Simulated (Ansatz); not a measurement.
# Lattice vibrations of SnCl$_{3}$ at Γ

Method: Ansatz, DFT PBE, scalar-relativistic, plane waves, PAW. Plane waves to 420 eV; Γ-centred k mesh 10×10×10; Fermi-Dirac smearing of 0.15 eV. No spin polarisation. Phonons by linear response, acoustic sum rule imposed.

The cell, relaxed at this level:
```yaml
crystal:
  lattice:
    - [5.22310, 0.00000, 0.00000]
    - [0.00000, 5.22310, 0.00000]
    - [0.00000, 0.00000, 5.22310]
  atoms:
    - { symbol: Sn, position: [0.50000, 0.50000, 0.50000] }
    - { symbol: Cl, position: [0.00000, 0.50000, 0.50000] }
    - { symbol: Cl, position: [0.50000, 0.00000, 0.50000] }
    - { symbol: Cl, position: [0.50000, 0.50000, 0.00000] }
```

The structure comes from a generated guess, relaxed at this level; another structure or a mixture of phases may lie lower. In a metal, frequencies depend on the k mesh and the smearing, soft modes most. Spin–orbit coupling is left out, which matters for heavy elements.

(1) Is this structure stable against zone-centre distortions?

(2) List the optical modes at Γ (i marks imaginary ones).

Answers

(1) No: 3 of the 9 optical modes are imaginary.

(2)
| frequency (THz) | degeneracy |
| --- | --- |
| 0.63i | 3 |
| 1.67 | 3 |
| 5.16 | 3 |
